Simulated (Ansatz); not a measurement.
SiC (wurtzite)

```
SiC
1.0
    3.09192     0.00000     0.00000
   -1.54596     2.67768     0.00000
    0.00000     0.00000     5.07421
Si C
2 2
Direct
  0.66667   0.33333   0.00052
  0.33333   0.66667   0.50052
  0.66667   0.33333   0.62468
  0.33333   0.66667   0.12468
```

The volume is varied about the relaxed value V₀ at fixed cell shape. The atoms relax within the cell's symmetry.

The numbers are results of PBE (plane waves to 420 eV, PAW, scalar-relativistic; Ansatz, a program for electronic structure), not measurements. k mesh 12×12×7 (Γ-centred), Fermi-Dirac smearing 0.05 eV. E stands for the smeared free energy. Compression counts positive. With the shape held, the modulus is that of even scaling; a crystal free to change shape is softer. SiC was relaxed with its symmetry unable to fall. The PAW data are Ansatz's earlier set. The zero of ΔE is the relaxed starting cell.

| V (Å³/atom) | ΔE (meV/atom) |
|---|---|
| 9.872 | 27.9 |
| 10.030 | 15.3 |
| 10.187 | 6.6 |
| 10.345 | 1.6 |
| 10.503 | 0.0 |
| 10.660 | 1.5 |
| 10.818 | withheld |
| 10.975 | 13.2 |
| 11.133 | 22.9 |

Problem. Fit a third-order Birch-Murnaghan form (E₀, V₀, B₀, B₀′ free) to the given rows and predict ΔE at V = 10.818.

Solution. Least squares on the 8 given rows: ΔE = E₀ + (9V₀B₀/16)·y²·[2 + (B₀′ − 4)y], y = (V₀/V)^(2/3) − 1, with V₀ = 10.502 Å³/atom, B₀ = 213.6 GPa (160.2 GPa = 1 eV/Å³; the term in eV is multiplied by 1000), B₀′ = 3.94, E₀ = -0.01 meV/atom; root-mean-square residual 0.03 meV/atom. At 10.818 the fit gives 6.0 meV/atom; the calculation gives 6.0 meV/atom, the same to the digits shown. For the pressure the fit gives -6.0 GPa against the computed -6.0 GPa.

(Under strain, the slope of the energy per volume gives the stress and its curvature an elastic modulus.)
